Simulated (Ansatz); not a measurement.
# Computed properties of La$_{2}$Sb

La$_{2}$Sb:
```cif
data_La4Sb2
_chemical_formula_sum 'Sb2 La4'
_space_group_name_H-M_alt 'P 1'
_space_group_IT_number 1
_cell_length_a 9.72864
_cell_length_b 9.72864
_cell_length_c 9.72864
_cell_angle_alpha 152.334
_cell_angle_beta 152.334
_cell_angle_gamma 39.526
loop_
_space_group_symop_operation_xyz
  'x, y, z'
loop_
_atom_site_label
_atom_site_type_symbol
_atom_site_fract_x
_atom_site_fract_y
_atom_site_fract_z
_atom_site_occupancy
Sb1 Sb 0.13813 0.13813 0.00000 1
Sb2 Sb 0.86187 0.86187 0.00000 1
La1 La 0.50000 0.00000 0.50000 1
La2 La 0.00000 0.50000 0.50000 1
La3 La 0.32091 0.32091 0.00000 1
La4 La 0.67909 0.67909 0.00000 1
```

Space group I4/mmm (No. 139); conventional cell a = b = 4.652 Å, c = 18.311 Å, α = β = γ = 90.00°.

Method: r²SCAN (plane waves, PAW; program Ansatz). Geometry: relaxed at this level of theory. Other levels are named where they apply.

Cell and energy:

* **Volume per atom**: 33.02 Å³
* **Density**: 6.70 g/cm³
* **Formation energy from the elements (no fitted shifts)**: -1.07 eV/atom

Electronic structure:

Electronic character: metallic (no gap)
Density of states at the Fermi level: 1.4 states/eV per atom (mean over ±0.08 eV)

Charges:

- Bader charges = Sb -1.87, La +0.56 to +1.31 e

The workflow started from an entry of the Crystallography Open Database (COD). Whether it is the stable phase at ambient conditions was not checked. Symmetry was held in the r²SCAN relaxation; its stability against distortions is not shown here. The references are the lowest solids computed at this level, not always the standard phases. Spin–orbit coupling is left out wherever it is not named.

Potentials: the later of the program's two PAW sets.
